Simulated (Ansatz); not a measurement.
SiO2:
```xyz
12
Lattice="5.0359 0.0000 0.0000 -2.5180 4.3612 0.0000 0.0000 0.0000 8.5651" Properties=species:S:1:pos:R:3 pbc="T T T"
Si     2.5180     1.4537     8.0259
Si     0.0000     2.9075     3.7433
Si     2.5180     1.4537     4.8217
Si     0.0000     2.9075     0.5392
O     -1.0406     1.8024     0.0000
O      2.9547     0.0000     4.2825
O      1.4774     2.5588     0.0000
O     -1.4774     2.5588     4.2825
O      2.0812     0.0000     0.0000
O      1.0406     1.8024     4.2825
O      2.5180     1.4537     6.4238
O      0.0000     2.9075     2.1413
```

Relaxed with r²SCAN.

Map the electron localisation function on the plane through (0.667, 0.333, 0.937) spanned by u = [0, 0, 1] and v = [1, -1, 0] in lattice vectors, from the program Ansatz at the r²SCAN level (PAW).

x is the fraction of u, y of v (the angle between them is 90°; rows are the nearest grid lines); atoms in the plane: Si at (0.00, 0.00), Si at (0.50, 0.67), Si at (0.63, 0.00), Si at (0.13, 0.67), O at (0.81, 0.00), O at (0.31, 0.67).
```
|7100110000000000000010017127997226998217|
|1355532100000000001255532015999999996101|
|6899865310000000013489986313689999863136|
|9999998630000000036899999841124665211489|
|9988998620012210025898899862000000002689|
|8999997312478874213799998753100000003578|
|7899984225899998521499987532000000002357|
|2221110179987789971011222100000000000012|
|1100141279974479982110011000000000000001|
|1232210158999999851022321100000000000011|
|2344421125889998521144432100000000000012|
|3445432101245542101245443210000000000123|
|3344321000000000000134433210000000000123|
|0111100000000000000011110000000000000000|
|0000000000000000000000000000000000000000|
|0000000000000000000000000000000000000000|
|0000000000000000000000000000000000000000|
|0011000000000000000001100000000000000000|
|1222211000000000000122221100000000000011|
|3444432100000000001244443200001221000013|
|3444432100000000001244443211246776421123|
|1233221000000000000123321114799999974111|
|0112211000000000000122110016999999996100|
|7100110000000000000010017127997226998217|
```
Scale: ten equal steps from 0.000 (start of '0') to 0.851 (end of '9'), in the order '0123456789'; x runs from 0.000 to 1.00, y from 0.000 (bottom) to 1.00 (top).

The density is the valence pseudo-density with augmentation charge, so density and ELF within about 1 Å of a nucleus are not all-electron values.

Space group P6_322. The first step of the workflow began from a Materials Project structure, measured or hypothetical; the Crystallography Open Database copy checked does not list it. It is not the phase usual at ambient conditions (space group No. 92, 152, 154). Symmetry was held in the r²SCAN relaxation; whether a distortion lowers the energy is not shown.

Potentials: the later of the program's two PAW sets.
